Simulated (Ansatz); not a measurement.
**Piezoelectric tensor of Ga3As2P**

Method: Ansatz, DFT PBE, scalar-relativistic, plane waves, PAW. Settings: 420 eV plane-wave cutoff, Γ-centred 12×12×4 mesh, fixed occupations. No spin polarisation.

Equilibrium structure at this level:
```yaml
crystal:
  lattice:
    - [4.00495, 0.00000, 0.00000]
    - [-2.00248, 3.46839, 0.00000]
    - [0.00000, 0.00000, 9.81562]
  atoms:
    - { symbol: Ga, position: [0.00000, 0.00000, 0.99341] }
    - { symbol: Ga, position: [0.33333, 0.66667, 0.67335] }
    - { symbol: Ga, position: [0.66667, 0.33333, 0.33350] }
    - { symbol: P, position: [0.33333, 0.66667, 0.91669] }
    - { symbol: As, position: [0.66667, 0.33333, 0.58628] }
    - { symbol: As, position: [0.00000, 0.00000, 0.24677] }
```

The cell was found from a structure generator's guess, not taken from experiment.

Problem. Give the relaxed-ion proper piezoelectric stress tensor e_iJ (C/m², Voigt columns xx yy zz yz xz xy).

Solution.
```
x    0.000  0.000  0.000  0.000  0.169  0.238
y    0.238 -0.238  0.000  0.169  0.000  0.000
z    0.170  0.170 -0.318  0.000  0.000  0.000
```
Signs follow the orientation of the cell as given.

Problem. With the elastic constants (GPa, Voigt order)
C11 = 131.1, C12 = 36.6, C13 = 28.8, C14 = 11.3, C22 = 131.1, C23 = 28.8, C24 = -11.3, C33 = 139.9, C44 = 39.1, C55 = 39.1, C56 = 11.3, C66 = 47.2 GPa; the others vanish.
find the strain coefficients d = e·C⁻¹ (pC/N).

Solution.
```
x    0.00  0.00  0.00  0.00  3.08  4.30
y    2.15 -2.15  0.00  3.08  0.00  0.00
z    1.51  1.51 -2.89  0.00  0.00  0.00
```
